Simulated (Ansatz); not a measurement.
Input and command of a plane-wave DFT calculation in Ansatz:

```yaml
crystal:
  lattice:
    - [-2.8078341348, 2.8078341348, 1.5993019889]
    - [2.8078341348, -2.8078341348, 1.5993019889]
    - [2.8078341348, 2.8078341348, -1.5993019889]
  atoms:
    - { symbol: Sn, position: [0.75, 0.25, 0.5] }
    - { symbol: Sn, position: [0.0, 0.0, 0.0] }
basis:
  ecutwfc: 500
kpoints:
  mp_grid: { grid: [16, 16, 16] }
hamiltonian:
  xc: r2scan
scf:
  occupations: { method: gaussian, width: 0.15 }
output:
  forces: true
  stress: true
  eigenvalues: true
```

```bash
ansatz run input.yaml --threads 1 --pin off --max-ram 2560MiB --backend cpu --events-out ev --progress --plain --runs-dir out
```

Processor: Intel(R) Xeon(R) Processor @ 2.50GHz (Skylake/Cascade Lake), 1 thread, on a host shared with other jobs.

How long does it run, and how much memory does it take?

About 60 s on 1 thread of Intel(R) Xeon(R) Processor @ 2.50GHz (Skylake/Cascade Lake), with other jobs on the host, peak memory 0.74 GiB. It solves 18 bands at 349 k points (the mesh reduced by symmetry) with about 1293 plane waves, in 6 SCF iterations.
